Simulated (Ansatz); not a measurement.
Input:

ScSi:
```cif
data_Sc4Si4
_chemical_formula_sum 'Sc4 Si4'
_space_group_name_H-M_alt 'Cmcm'
_space_group_IT_number 63
_space_group_name_Hall '-C 2c 2'
_cell_length_a 3.91292
_cell_length_b 9.73088
_cell_length_c 3.60683
_cell_angle_alpha 90.000
_cell_angle_beta 90.000
_cell_angle_gamma 90.000
loop_
_atom_site_label
_atom_site_type_symbol
_atom_site_symmetry_multiplicity
_atom_site_Wyckoff_symbol
_atom_site_fract_x
_atom_site_fract_y
_atom_site_fract_z
_atom_site_occupancy
Sc1 Sc 4 c 0.00000 0.13888 0.75000 1
Si1 Si 4 c 0.00000 0.58188 0.25000 1
```
(The calculation used a cell of 4 atoms; values per cell refer to that cell.)

This is the LDA-relaxed structure.

### Question
All from LDA in the plane-wave PAW code Ansatz, unless another level is named. Estimate the electronic character.

### Answer
metallic (no gap).

### Question
Predict the density of states at the Fermi level.

### Answer
0.53 states/eV per atom (mean over ±0.08 eV).

### Question
Give the formation energy from the elements (no fitted shifts).

### Answer
-0.93 eV/atom.

The workflow started from a Materials Project entry (that database holds measured and hypothetical structures alike); the Crystallography Open Database copy checked does not list it. Its standing as an ambient phase is unchecked. The cell was relaxed with LDA under the symmetry of its start; of distortions, only those at the zone centre were tested. No spin polarisation was allowed. The references are the lowest solids computed at this level, not always the standard phases.

Potentials: the later of the program's two PAW sets.
